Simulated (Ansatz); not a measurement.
Input:

CaTiO3:
```cif
data_CaO3Ti
_chemical_formula_sum 'Ca1 Ti1 O3'
_space_group_name_H-M_alt 'P 1'
_space_group_IT_number 1
_cell_length_a 3.84083
_cell_length_b 3.84083
_cell_length_c 3.84083
_cell_angle_alpha 90.000
_cell_angle_beta 90.000
_cell_angle_gamma 90.000
loop_
_space_group_symop_operation_xyz
  'x, y, z'
loop_
_atom_site_label
_atom_site_type_symbol
_atom_site_fract_x
_atom_site_fract_y
_atom_site_fract_z
_atom_site_occupancy
Ca1 Ca 0.50000 0.50000 0.50000 1
Ti1 Ti 0.00000 0.00000 0.00000 1
O1 O 0.00000 0.00000 0.50000 1
O2 O 0.00000 0.50000 0.00000 1
O3 O 0.50000 0.00000 0.00000 1
```

This is the PBEsol-relaxed structure.

### Question
All from DFT-PBEsol in the program Ansatz with PAW potentials, unless another level is named. Predict the Bader charges.

### Answer
Ca +1.60, Ti +2.23, O -1.28 e.

### Question
What about the electronic dielectric constant ε∞ (DFPT)?

### Answer
6.28.

### Question
Give the Born charges (a third of the trace).

### Answer
Ca +2.58, Ti +7.25, O -3.28 e.

Space group Pm-3m (cubic perovskite). The workflow started from an entry of the Crystallography Open Database (COD), which files this formula under 5 space groups. Whether it is the stable phase at ambient conditions was not checked. The cell was relaxed with PBEsol under the symmetry of its start; its stability against distortions is not shown here. The run is not spin-polarised.

Potentials: the later of the program's two PAW sets.
